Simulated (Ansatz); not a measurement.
Starting cell, Be (hcp, Mg type):

```yaml
crystal:
  lattice:
    - [4.52945, 0.00000, 0.00000]
    - [-1.13236, 1.96131, 0.00000]
    - [0.00000, 0.00000, 3.56124]
  atoms:
    - { symbol: Be, position: [0.16667, 0.66667, 0.75000] }
    - { symbol: Be, position: [0.66667, 0.66667, 0.75000] }
    - { symbol: Be, position: [0.33333, 0.33333, 0.25000] }
    - { symbol: Be, position: [0.83333, 0.33333, 0.25000] }
```

Scan: atom 3 (Be, nearest neighbour Be at 2.209 Å; its periodic images, 2.3 Å or more away, move with it) is displaced along Cartesian [111], direction (0.577, 0.577, 0.577) in Cartesian axes, by s. The other atoms stay.

All values below come from PBE (plane waves to 420 eV, PAW, scalar-relativistic; Ansatz, a program for electronic structure). k mesh 19×19×11 (Γ-centred), Fermi-Dirac smearing 0.05 eV. E stands for the smeared free energy. With partly filled bands, energies and forces of such displacements shift with the k mesh and the smearing. Be was relaxed with its symmetry unable to fall. ΔE is measured from the undisplaced structure. The last digit holds for this mesh only.

```tsv
s (Å)	ΔE (meV/cell)
-0.440	754.0
-0.352	480.7
-0.264	270.0
-0.176	120.2
-0.088	30.3
0.000	0.0
0.088	30.6
0.176	125.8
0.264	291.6
0.352	536.9
0.440	873.5
```

Task: What force constant k = d²E/ds² at s = 0 does the table give?

Result: 7.9 eV/Å². It is the second difference of the nearest points, corrected with the next pair.

Task: With k = 7.85 eV/Å² from the forces, is the well harmonic out to s = 0.440 Å?

Result: ½ks² = 760 meV/cell against the computed 874 meV/cell, so the well is stiffer than harmonic there.

(For displaced atoms, the force is minus the slope of the energy, and its curvature is a force constant, which sets phonon frequencies.)
